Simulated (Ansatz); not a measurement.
Y₂Ge, first-principles data

Y$_{2}$Ge:
```
Y2Ge
1.0
    4.37565     0.00000     0.00000
    0.00000     4.37565     0.00000
    0.00000     0.00000     8.09132
Y Ge
4 2
Direct
  0.00000   0.00000   0.00000
  0.50000   0.50000   0.00000
  0.50000   0.00000   0.35717
  0.00000   0.50000   0.64283
  0.50000   0.00000   0.72441
  0.00000   0.50000   0.27559
```

Space group P4/nmm (No. 129); conventional cell a = 4.376 Å, b = 4.376 Å, c = 8.091 Å, α = 90.00°, β = 90.00°, γ = 90.00°.

Method: DFT-PBE in the program Ansatz with PAW potentials. The cell and atoms are relaxed at this level. Other levels are named where they apply.

### Cell and energy

- Volume per atom: 25.82 Å³
- Density: 5.37 g/cm³
- Formation energy from the elements (no fitted shifts): -0.64 eV/atom

### Electronic structure

* **Electronic character**: metallic (no gap)
* **Density of states at the Fermi level**: 0.58 states/eV per atom (mean over ±0.08 eV)

### Mechanics

Bulk modulus (Birch–Murnaghan fit): 61.5 GPa
Pressure derivative B′: 4.0

The cell is a constructed one: a structure type filled with these elements; neither database checked (COD, Materials Project) lists it. Its standing as an ambient phase is unchecked. The cell was relaxed with PBE under the symmetry of its start; whether a distortion lowers the energy is not shown. The run is not spin-polarised. The references are the lowest solids computed at this level, not always the standard phases. Scalar-relativistic: spin–orbit coupling is off unless named, which matters more the heavier the elements.

Potentials: the later of the program's two PAW sets.
